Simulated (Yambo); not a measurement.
BSE-type run in Yambo on WSe$_{2}$ (space group P6_3/mmc, No. 194), at zero momentum.

Quantum ESPRESSO step (PBE, PseudoDojo standard norm-conserving files, scalar-relativistic):
```
&CONTROL
  calculation = 'nscf'
  pseudo_dir = './pseudo'
  outdir = './out'
/
&SYSTEM
  ibrav = 0
  nat = 6
  ntyp = 2
  ecutwfc = 86.0
  ecutrho = 344.0
  occupations = 'fixed'
  force_symmorphic = .true.
  nbnd = 98
/
&ELECTRONS
  conv_thr = 6.000000000000001e-09
  diago_full_acc = .true.
  diago_thr_init = 1e-08
/
ATOMIC_SPECIES
Se 78.9710 Se.upf
W 183.8400 W.upf
CELL_PARAMETERS angstrom
  3.279951591130   0.000000000000   0.000000000000
 -1.639975795565   2.840521401101   0.000000000000
  0.000000000000   0.000000000000  12.781206251000
ATOMIC_POSITIONS crystal
Se   0.333333333000   0.666666667000   0.881838387200
Se   0.666666666333   0.333333333667   0.118161612800
Se   0.666666666333   0.333333333667   0.381838387200
Se   0.333333333000   0.666666667000   0.618161612800
W   0.666666666333   0.333333333667   0.750000000000
W   0.333333333000   0.666666667000   0.250000000000
K_POINTS automatic
9 9 2 0 0 0
```

Yambo input:
```
rim_cut
optics
bse
bss
dipoles
em1s
RandQpts= 1000000
RandGvec= 1 Ry
FFTGvecs= 40 Ry
Chimod= "HARTREE"
BSKmod= "SEX"
BSEmod= "resonant"
BSSmod= "hs"
BSENGexx= 15 Ry
BSENGBlk= 3 Ry
% BSEQptR
 1 | 1 |
%
% BSEBands
 38 | 55 |
%
% BEnRange
 0.0 | 6.6 | eV
%
% BDmRange
 0.15 | 0.15 | eV
%
BEnSteps= 132
% BLongDir
 1.0 | 0.0 | 0.0 |
%
BSHayTrs= -0.02
BSSNEig= 24
WRbsWF
% BndsRnXs
 23 | 94 |
%
NGsBlkXs= 3 Ry
% LongDrXs
 1.0 | 1.0 | 1.0 |
%
```

From the report:

The dimension is k points × valence × conduction bands = 162 × 9 × 9 = 13122.
```
  [SLEPC] Approach                          : Krylov-Schur
  [SLEPC] Number of requested eigenvalues   :  24
  [SLEPC] Number of eigenvalues        [NEV]:  24
   [K] Dimension                                    :  13122
   [K] Bands                                        :   38   55
   [K] Exchange res                                 : yes
   [K] Correlation res                              : yes
   [K] W interaction is bare                        : no
   [K] RL vectors exchange                          :   797
   [K] RL vectors correlation                       :   79
   [W] Matrix size                                  :   79
   [W] Bands                                        :   23   94
   [W] Coulomb Cutoff                               : none
   [W] Hxc Kernel                                   : HARTREE
```

Bands and orbitals come from the standard potentials; the scissor and the G0W0 gaps come from a run at the same geometry on the stringent ones, which hold whole semicore shells in the valence.

Spin-orbit coupling is not included.

Geometry relaxed with PBE+D3(BJ).
